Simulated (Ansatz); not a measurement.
# What settings do to one calculation: Sc started on a Sn site in rutile SnO2, 12 atoms, charge −1

Ansatz (PAW, plane waves), atoms fixed. The base input:

```yaml
crystal:
  lattice:
    - [4.769046, 0.000000, 0.000000]
    - [0.000000, 4.769046, 0.000000]
    - [0.000000, 0.000000, 6.424202]
  atoms:
    - { symbol: Sn, position: [0.000700, 0.984365, 0.999489] }
    - { symbol: Sn, position: [0.033320, 0.977950, 0.497718] }
    - { symbol: Sn, position: [0.514907, 0.511454, 0.760370] }
    - { symbol: Sc, position: [0.504410, 0.497175, 0.241440] }
    - { symbol: O, position: [0.298712, 0.296860, 0.012814] }
    - { symbol: O, position: [0.320211, 0.334541, 0.505130] }
    - { symbol: O, position: [0.708351, 0.705309, 0.015642] }
    - { symbol: O, position: [0.732983, 0.723892, 0.503957] }
    - { symbol: O, position: [0.199285, 0.788937, 0.242712] }
    - { symbol: O, position: [0.206604, 0.774870, 0.749361] }
    - { symbol: O, position: [0.789069, 0.197337, 0.236397] }
    - { symbol: O, position: [0.808021, 0.188273, 0.759869] }
kpoints:
  mp_grid: { grid: [2, 2, 2], shift: [0.5, 0.5, 0.5] }
hamiltonian:
  xc: pbesol
total_charge: -1
scf:
  occupations: { method: fermi_dirac, width: 0.01 }
output:
  forces: true
  eigenvalues: true
  populations: true
  charged_corrections: { epsilon: 12 }
```

Command:

```sh
ansatz run in.yaml --threads 8 --pin off --max-ram 13300MiB --runs-dir r --events-out ev --progress --plain
```

It converged in 10 iterations and 0.6 s of wall time on 8 threads of an EPYC 9R45 processor, on a host shared with other runs; peak host memory 0.56 GiB; largest force component 3.44 eV/Å. The cutoff was the default, 420 eV. The base isn't a converged reference: it has few k points, and its atoms are unrelaxed. Each run below changes the keys shown and caps the iterations.

| run | changed | ending | iterations | free energy less the base (meV per atom) | rms change of forces (eV/Å) | change of pressure (GPa) | wall time (s, shared host) |
| --- | --- | --- | --- | --- | --- | --- | --- |
| 1 | max_iter 4, k points a 2×2×2 mesh centred on Γ | not converged | – | – | – | – | – |
| 2 | initial_magnetization 1, max_iter 50 | converged | 12 | 0.0 | 0.000 | – | 1 CPU |
| 3 | dr2_threshold 1e-09, xc_grid 1 (2 is the default), max_iter 60 | converged | 12 | 0.0 | 0.000 | – | 0.6 CPU |
| 4 | max_iter 4, width 2.0 eV | not converged | – | – | – | – | – |
| 5 | ecutrho_ratio 6, occupations cold, max_iter 60 | converged | 10 | 0.0 | 0.000 | – | 0.6 CPU |
| 6 | ecutrho_ratio 1, max_iter 90 | converged | 10 | -152.9 | 0.099 | – | 0.5 CPU |
| 7 | width 0.1 eV, mixing beta 0.01, max_iter 50 | converged | 11 | 0.0 | 0.000 | – | 0.6 CPU |
| 8 | width 0.5 eV, max_iter 60 | converged | 11 | -9.0 | 0.085 | – | 0.7 CPU |
| 9 | xc_grid 2 (2 is the default), max_iter 50 | converged | 10 | 0.0 | 0.000 | – | 0.5 CPU |
| 10 | width 0.001 eV, max_iter 60 | converged | 10 | 0.0 | 0.000 | – | 0.5 CPU |

Question: Which changes leave the result alone, and which of the same physical model moves the forces most?

Answer: The forces move by under 0.002 eV/Å in runs 2, 3, 5, 7, 9, 10. Run 6 (ecutrho_ratio 1, max_iter 90) moves them most among the runs with the same functional, charge and dispersion term, by 0.099 eV/Å.

Question: Why did some runs give no result?

Answer: - run 1: did not converge after 4 iterations: dr2 = 5.59e-3 (threshold 1.00e-7), under the density mixer `msr1`, which `scf.mixing.algorithm: auto` chose by the deck's other keys (type `scf.mixing.algorithm: msr1` to keep it);
- run 4: did not converge after 4 iterations: dr2 = 5.16e-3 (threshold 1.00e-7), under the density mixer `msr1`, which `scf.mixing.algorithm: auto` chose by the deck's other keys (type `scf.mixing.algorithm: msr1` to keep it);
